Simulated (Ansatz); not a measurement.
SnSe in space group Pnma (No. 62; Sn on 4c, Se on 4c), plane-wave PAW r²SCAN+D4 (Ansatz code). The conduction-band minimum lies on the Y–Γ line, 32 % of the way from Y, with 2 equivalent valleys. Second derivatives d²E/dk² of the lowest band at one valley (eV·Å²), along Cartesian directions:

```tsv
direction	d²E/dk²
[100]	10.47
[010]	40.52
[001]	39.88
[110]	25.45
[101]	25.12
[011]	40.07
```

**Question.** Find the principal effective masses, the density-of-states mass and the conductivity mass.

**Answer.** Off-diagonal terms follow from H_xy = H[110] − (H_xx + H_yy)/2, and m*/mₑ = 7.620 eV·Å² over each eigenvalue: 0.19, 0.19, 0.73. One valley's DOS mass (m₁m₂m₃)^(1/3) = 0.30, conductivity mass 3/(Σ 1/mᵢ) = 0.25 mₑ.

**Question.** What effective density of states Nc follows at 300 K for parabolic valleys?

**Answer.** Nc = 2.509e19 × 2 × (0.30)^(3/2) ≈ 8.2e18 cm⁻³.

Symmetry was held in the r²SCAN+D4 relaxation. Spin–orbit coupling is left out wherever it is not named.

Potentials: the earlier of the program's two PAW sets. The files were generated under PBE; for other functionals the program regenerates the frozen cores, and for LDA and PBEsol the local potential too.

Edges and masses are those of Kohn–Sham bands, whose gap is no quasiparticle gap.
